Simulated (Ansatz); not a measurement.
## Si: an elastic constant from a strain scan

Computed with Ansatz 0.2.0, DFT r2SCAN, scalar-relativistic, plane waves, PAW. Cutoff 500 eV, Γ-centred 8×8×8 k-points, Gaussian smearing of 0.15 eV. No spin polarisation. Energies are free energies at this smearing, counted from the undisturbed cell; pressure is positive in compression.

The undisturbed cell (relaxed at this level; this form isn't the usual structure):

```xyz
8
Lattice="-3.3236 3.3236 3.3236 3.3236 -3.3236 3.3236 3.3236 3.3236 -3.3236" Properties=species:S:1:pos:R:3 pbc="T T T"
Si    0.6694    0.6694    0.6694
Si   -0.6694    2.6542    0.6694
Si    0.6694   -0.6694    2.6542
Si    2.6542    0.6694   -0.6694
Si    2.6542    2.6542    2.6542
Si    0.6694    3.9930   -0.6694
Si   -0.6694    0.6694    3.9930
Si    3.9930   -0.6694    0.6694
```

The cell is strained by ε times the Voigt pattern (1, 1, 0, 0, 0, 0) (xx, yy, zz, yz, xz, xy; engineering shear) with fractional coordinates fixed. The cell holds 8 atoms in V0 = 146.86 Å³. The stress column is τ = (1/V0) dE/dε, got from the stress tensor σ (compression positive) at each point as −det(1 + εP) σ : P(1 + εP)⁻¹, with P the pattern as a tensor.

```csv
ε,ΔE (meV/atom),τ (GPa)
-0.1000,383.681,-74.545
-0.0750,203.801,-51.566
-0.0500,85.369,-31.587
-0.0250,20.119,-14.448
0.0000,0.000,-0.037
0.0250,17.484,11.844
0.0500,65.677,21.448
0.0750,138.417,29.022
0.1000,?,?
```

Which combination of elastic constants does this scan measure, and how large is it?

For small ε, τ = τ0 + Kε with K = pᵀCp, which for this pattern is 2(C11 + C12) in the cubic axes. The parabola through τ at ε = -0.0250, 0 and 0.0250 has slope K = 526 GPa at zero. The energies per cell, E = NΔE, of the same two points give K = 2[E(ε₊)/ε₊ − E(ε₋)/ε₋]/[(ε₊ − ε₋)V0] = 525 GPa, in agreement. These are clamped-ion values.

Predict the withheld row at ε = 0.1000 from the harmonic law, and compare.

ΔE = V0(τ0 ε + Kε²/2)/N = 300.826 meV/atom and τ = 52.55 GPa. The calculation gives 230.205 meV/atom and 34.78 GPa: the energy lies 23 % below the harmonic value, as bonds soften when stretched.

Forces appear on the atoms along this scan, and letting them relax would lower the energy and soften the response. The gap closes along the scan, which can put kinks into the curve.

Cost: 9 runs of about 12 core-minutes in all, on AMD EPYC 7R43 (Zen 3) (shared hosts).